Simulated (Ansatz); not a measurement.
Molecular dynamics on a 2×2×1 supercell (16 atoms) of SiC (wurtzite), relaxed with r2SCAN. Forces come from r2SCAN in the PAW code Ansatz: a Nosé-Hoover thermostat at fixed volume, 1000 K, steps of 1 fs. Computed, non-magnetic; the trajectory is short and the cell small, so nothing here is a converged average.

```yaml
crystal:
  lattice:
    - [6.1507125031, 1.0e-10, 0.0]
    - [-3.0753562516, 5.326673279, 0.0]
    - [0.0, 0.0, 5.0481081077]
  atoms:
    - { symbol: Si, position: [0.1666666667, 0.3333333333, -0.0004084095] }
    - { symbol: Si, position: [0.3333333333, 0.1666666667, 0.4995915905] }
    - { symbol: C, position: [0.1666666667, 0.3333333333, 0.3754084095] }
    - { symbol: C, position: [0.3333333333, 0.1666666667, 0.8754084095] }
    - { symbol: Si, position: [0.1666666667, 0.8333333333, -0.0004084095] }
    - { symbol: Si, position: [0.3333333333, 0.6666666667, 0.4995915905] }
    - { symbol: C, position: [0.1666666667, 0.8333333333, 0.3754084095] }
    - { symbol: C, position: [0.3333333333, 0.6666666667, 0.8754084095] }
    - { symbol: Si, position: [0.6666666667, 0.3333333333, -0.0004084095] }
    - { symbol: Si, position: [0.8333333333, 0.1666666667, 0.4995915905] }
    - { symbol: C, position: [0.6666666667, 0.3333333333, 0.3754084095] }
    - { symbol: C, position: [0.8333333333, 0.1666666667, 0.8754084095] }
    - { symbol: Si, position: [0.6666666667, 0.8333333333, -0.0004084095] }
    - { symbol: Si, position: [0.8333333333, 0.6666666667, 0.4995915905] }
    - { symbol: C, position: [0.6666666667, 0.8333333333, 0.3754084095] }
    - { symbol: C, position: [0.8333333333, 0.6666666667, 0.8754084095] }
kpoints:
  mp_grid: { grid: [3, 3, 4] }
hamiltonian:
  xc: r2scan
scf:
  occupations: { method: fermi_dirac, width: 0.086 }
md:
  ensemble: nvt_nose_hoover
  temperature: 1000
  timestep: 1.0
  n_steps: 30
  initial_velocities: maxwell_boltzmann
  seed: 2545
```

Run as `ansatz run input.yaml --threads 4 --pin off --max-ram 3686MiB --backend cpu --events-out ev --progress --plain --runs-dir out`.

**Question.** What wall time did it need on 4 threads of Arm Neoverse V1 (shared host), and what peak of host memory did it reach?

**Answer.** About 2.8 min, with a peak of 0.87 GiB.

**Question.** How do temperature and energy develop?

**Answer.** The temperature starts at 1000 K, is lowest at step 11 (237 K, 11 fs) and ends at 294 K. The thermostat hasn't had time to restore it. The atoms start on their lattice sites with kinetic energy alone, so much of it first passes into potential energy. By the last step the atoms have moved 0.12 Å in the root mean square, the drift of the whole cell taken out, 0.26 Å at most.
```csv
step,t (fs),T (K),free energy F from step 0 (meV/atom),kinetic energy (meV/atom),largest force (eV/Å)
0,0,1000,0.0,121.2,0.01
1,1,985,1.9,119.3,0.68
2,2,939,7.4,113.8,1.41
3,3,868,16.1,105.1,2.15
4,4,775,27.4,93.9,2.90
5,5,669,40.4,81.0,3.59
6,6,558,53.8,67.6,4.20
7,7,453,66.6,54.9,4.68
8,8,363,77.6,44.0,4.99
9,9,294,86.0,35.7,5.10
10,10,252,91.2,30.6,5.00
11,11,237,93.0,28.8,4.71
12,12,248,91.6,30.1,4.24
13,13,281,87.7,34.0,3.64
14,14,328,81.9,39.8,3.09
15,15,385,75.1,46.6,3.11
16,16,443,68.0,53.7,3.10
17,17,498,61.4,60.4,3.07
18,18,545,55.8,66.1,3.01
19,19,581,51.6,70.4,2.94
20,20,604,49.0,73.2,2.85
21,21,612,48.2,74.1,2.73
22,22,605,49.1,73.3,2.61
23,23,585,51.7,70.9,2.74
24,24,554,55.7,67.1,3.02
25,25,513,60.8,62.2,3.24
26,26,467,66.6,56.5,3.40
27,27,418,72.7,50.6,3.52
28,28,370,78.6,44.9,3.59
29,29,328,83.8,39.8,3.63
30,30,294,88.0,35.7,3.63
```

Positions (Å) and forces (eV/Å) at step 30:
```
Si  -0.071   1.702   0.031    -0.587   0.917  -0.515
Si   1.482   0.898   2.510     0.794   0.951   0.753
C   -0.091   1.853   1.998     0.798  -2.375  -2.041
C    1.511   0.880   4.460    -1.640  -0.697  -0.847
Si  -1.422   4.414  -0.075    -1.178  -0.295   1.365
Si   0.069   3.546   2.506     0.614   1.876   0.396
C   -1.429   4.471   1.948    -0.821   0.061  -1.586
C    0.095   3.543   4.362    -0.614  -1.425   1.416
Si   2.966   1.751   0.018     1.462   0.243   0.294
Si   4.531   0.948   2.557    -0.248  -1.002  -0.913
C    3.022   1.828   1.890    -0.110   0.217   0.258
C    4.383   0.760   4.381     3.009   1.744   1.031
Si   1.618   4.401  -0.004    -0.826  -0.217  -0.386
Si   3.166   3.648   2.519    -1.267  -1.555  -0.181
C    1.603   4.492   1.839    -0.078  -0.074   1.226
C    3.119   3.475   4.418     0.691   1.632  -0.270
```
